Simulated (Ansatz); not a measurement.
**How far is PAW off for NbAs?**

```
Nb As
1.0
    -1.72585    1.72585    5.78160
     1.72585   -1.72585    5.78160
     1.72585    1.72585   -5.78160
Nb As
2 2
Cartesian
  0.0000 0.0000 8.6724
  0.0000 1.7259 0.0000
  0.0000 0.0000 1.9195
  0.0000 1.7259 4.8103
```

Atom numbers follow the list: Nb1, Nb2, As3, As4.

The geometry is COD entry 1537320, unchecked; take it as a test cell. The listed cell was then made from it by scaling, straining or moving an atom.

Methods: DFT, LDA, PAW with Ansatz's default frozen-core files, scalar-relativistic (Ansatz 0.2.0); DFT, LDA, all-electron LAPW, scalar-relativistic (Ansatz 0.2.0).

For PAW: a Γ-centred 15×15×15 k mesh, Fermi–Dirac smearing of 0.08 eV, cutoff 420 eV, no spin polarisation; the PAW files were made with PBE, and the program remakes their frozen cores for this functional. LAPW targets a basis error of 0.5 meV/atom. The Ansatz runs share mesh, smearing and spin set-up. Plane-wave (PAW) pressures include the program's estimate of the Pulay term.

Stress and pressure are positive in compression.

PAW results:

```csv
quantity,PAW
pressure (GPa),-4.00
stress xx (GPa),-5.02
stress zz (GPa),-1.96
"force on Nb1, z (eV/Å)",-0.347
"force on As3, z (eV/Å)",0.347
```

Task: What does LAPW (all electrons) give for the same quantities?

Result: 
| quantity | LAPW |
| --- | --- |
| pressure (GPa) | -4.00 |
| stress xx (GPa) | -5.02 |
| stress zz (GPa) | -1.96 |
| force on Nb1, z (eV/Å) | -0.347 |
| force on As3, z (eV/Å) | 0.347 |
